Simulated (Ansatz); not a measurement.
## Computed scan of one atom of the cell: CsPbBr3 (cubic perovskite)

Starting cell, CsPbBr₃ (cubic perovskite):

```yaml
crystal:
  lattice:
    - [6.00278, 0.00000, 0.00000]
    - [0.00000, 6.00278, 0.00000]
    - [0.00000, 0.00000, 6.00278]
  atoms:
    - { symbol: Cs, position: [0.00000, 0.00000, 0.00000] }
    - { symbol: Pb, position: [0.50000, 0.50000, 0.50000] }
    - { symbol: Br, position: [0.00000, 0.50000, 0.50000] }
    - { symbol: Br, position: [0.50000, 0.50000, 0.00000] }
    - { symbol: Br, position: [0.50000, 0.00000, 0.50000] }
```

In this cell atom 1 (Cs, nearest neighbour Br at 4.245 Å; its periodic images, 6.0 Å or more away, move with it) is moved by s along Cartesian [110], unit vector (0.707, 0.707, 0.000); all other atoms and the cell stay fixed.

Computed with PBE (plane waves to 420 eV, PAW, scalar-relativistic; Ansatz, a program for electronic structure). k mesh 5×5×5 (Γ-centred), Fermi-Dirac smearing 0.05 eV. The energy includes the smearing's −TS. Compression counts positive. F∥ is the force on the atom along that direction. CsPbBr3 was relaxed with its symmetry unable to fall. Spin-orbit coupling is left out, though Pb is heavy. This is a high-temperature form of CsPbBr3. ΔE is measured from the undisplaced structure.

```json
[
 {"s (Å)": "-1.270", "ΔE (meV/cell)": "489", "P (GPa)": "1.72", "F∥ (eV/Å)": "1.829"},
 {"s (Å)": "-1.016", "ΔE (meV/cell)": "177", "P (GPa)": "0.87", "F∥ (eV/Å)": "0.764"},
 {"s (Å)": "-0.762", "ΔE (meV/cell)": "53", "P (GPa)": "0.39", "F∥ (eV/Å)": "0.280"},
 {"s (Å)": "-0.508", "ΔE (meV/cell)": "11", "P (GPa)": "0.13", "F∥ (eV/Å)": "0.080"},
 {"s (Å)": "-0.254", "ΔE (meV/cell)": "1", "P (GPa)": "0.00", "F∥ (eV/Å)": "0.014"},
 {"s (Å)": "0.000", "ΔE (meV/cell)": "0", "P (GPa)": "-0.04", "F∥ (eV/Å)": "0.000"},
 {"s (Å)": "0.254", "ΔE (meV/cell)": "1", "P (GPa)": "0.00", "F∥ (eV/Å)": "-0.014"},
 {"s (Å)": "0.508", "ΔE (meV/cell)": "11", "P (GPa)": "0.13", "F∥ (eV/Å)": "-0.080"},
 {"s (Å)": "0.762", "ΔE (meV/cell)": "53", "P (GPa)": "0.39", "F∥ (eV/Å)": "-0.280"},
 {"s (Å)": "1.016", "ΔE (meV/cell)": "177", "P (GPa)": "0.87", "F∥ (eV/Å)": "-0.764"},
 {"s (Å)": "1.270", "ΔE (meV/cell)": "489", "P (GPa)": "1.72", "F∥ (eV/Å)": "-1.829"}
]
```

Key numbers:

- Energy at s = 1.270 Å = 489 meV/cell
- Force along the line at s = -1.270 Å = 1.83 eV/Å
- Symmetry of the curve = even: the same for both signs
- Shape of the curve = a single well with its minimum at or next to zero displacement

(For displaced atoms, the force is minus the slope of the energy, and its curvature is a force constant, which sets phonon frequencies.)
